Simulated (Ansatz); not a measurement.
WSe₂ in space group P6_3/mmc (No. 194; W on 2c, Se on 4f), plane-wave PAW PBE (Ansatz code), all energies at zero smearing, with the estimated change up to a 700 eV cutoff added, with one set of potentials and settings (totals compare only within such a set). Cell of 6 atoms (2 W, 4 Se): -42649.335 eV.

| element | reference phase | E (eV/atom) |
|---|---|---|
| W | Im-3m, 1 atoms in the cell | -10384.8193 |
| Se | P3_121, 3 atoms in the cell | -5469.0798 |

Formation energy per atom, worked out: (-42649.335 − 2×(-10384.8193) − 4×(-5469.0798))/6 = -0.563 eV/atom (-54 kJ per mol of atoms), at 0 K, without zero-point energy or fitted corrections.

The cell was relaxed with PBE under the symmetry of its start. No spin polarisation was allowed. The volume lies over 15 % above that of the usual cell of this phase: another minimum, or an error of the functional. A crystal of weakly bound layers computed without a dispersion correction: the cell and the soft elastic constants depend strongly on that. The references are the lowest solids computed at this level, not always the standard phases. Scalar-relativistic: spin–orbit coupling is off unless named, which matters more the heavier the elements.

Potentials: the later of the program's two PAW sets.
